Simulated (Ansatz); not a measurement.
CsPbCl$_{3}$ (cubic perovskite)

```xyz
5
Lattice="5.6186 0.0000 0.0000 0.0000 5.6186 0.0000 0.0000 0.0000 5.6186" Properties=species:S:1:pos:R:3 pbc="T T T"
Cs     0.0000     0.0000     0.0000
Pb     2.8093     2.8093     2.8093
Cl     0.0000     2.8093     2.8093
Cl     2.8093     2.8093     0.0000
Cl     2.8093     0.0000     2.8093
```

Two coordinates are scanned: the volume, and the ratio of the stretch along z (the conventional c axis) to the stretch across it. Atoms keep their fractional coordinates.

Computed with PBEsol (plane waves to 420 eV, PAW, scalar-relativistic; Ansatz, a quantum-chemistry and plane-wave program). k mesh 6×6×6 (Γ-centred), Fermi-Dirac smearing 0.05 eV. Compression counts positive. CsPbCl3 was relaxed with its symmetry unable to fall. Spin-orbit coupling is left out, though Pb is heavy. This is a high-temperature form of CsPbCl3. 

### Question
Estimate the P (GPa) for all points of the grid V/V₀ = 0.920, 0.947, 0.973, 1.000, 1.027, 1.053, 1.080 by (c/a)/(c/a)₀ = 0.960, 0.973, 0.987, 1.000, 1.013, 1.027, 1.040.

### Answer
P (GPa), with V/V₀ across and (c/a)/(c/a)₀ down:

```
(c/a)/(c/a)₀ \ V/V₀  0.920  0.947  0.973  1.000  1.027  1.053  1.080
-------------------  -----  -----  -----  -----  -----  -----  -----
0.960                 2.67   1.68   0.83   0.10  -0.52  -1.06  -1.52
0.973                 2.60   1.61   0.77   0.05  -0.58  -1.11  -1.57
0.987                 2.56   1.58   0.74   0.01  -0.61  -1.14  -1.59
1.000                 2.54   1.56   0.72   0.00  -0.62  -1.15  -1.60
1.013                 2.56   1.58   0.73   0.01  -0.61  -1.14  -1.59
1.027                 2.59   1.61   0.77   0.04  -0.58  -1.11  -1.57
1.040                 2.66   1.67   0.82   0.09  -0.53  -1.07  -1.53
```

(A scan under strain: stresses follow from slopes of the energy per volume, elastic moduli from its curvatures.)
